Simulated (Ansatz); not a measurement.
## AlRu: relaxed-ion elastic tensor

The calculation used DFT PBE, scalar-relativistic, plane waves, PAW (Ansatz 0.2.0). Settings: 420 eV plane-wave cutoff, Γ-centred 20×20×20 mesh, Fermi-Dirac smearing of 0.15 eV. No spin polarisation.

Relaxed structure:
```
CELL_PARAMETERS angstrom
3.00601 0.00000 0.00000
0.00000 3.00601 0.00000
0.00000 0.00000 3.00601
ATOMIC_POSITIONS crystal
Al 0.00000 0.00000 0.00000
Ru 0.50000 0.50000 0.50000
```

It was relaxed at this level from a cell as deposited in COD. In a metal, frequencies and elastic constants depend on the k mesh and the smearing, soft modes and shear constants most.

(1) Give the relaxed-ion elastic constants (GPa, Voigt order xx yy zz yz xz xy, on the Cartesian axes of the cell above).

(2) Is the crystal stable against homogeneous strain?

(3) And the moduli of a polycrystal (Hill averages)?

## Answers

(1)
C11 = 315.6, C12 = 144.5, C13 = 144.5, C22 = 315.6, C23 = 144.5, C33 = 315.6, C44 = 124.2, C55 = 124.2, C66 = 124.2 GPa; the others vanish.

(2) Yes: the least eigenvalue of the tensor is 124.2 GPa.

(3) B = 202 GPa, G = 107 GPa, E = 273 GPa, ν = 0.27.
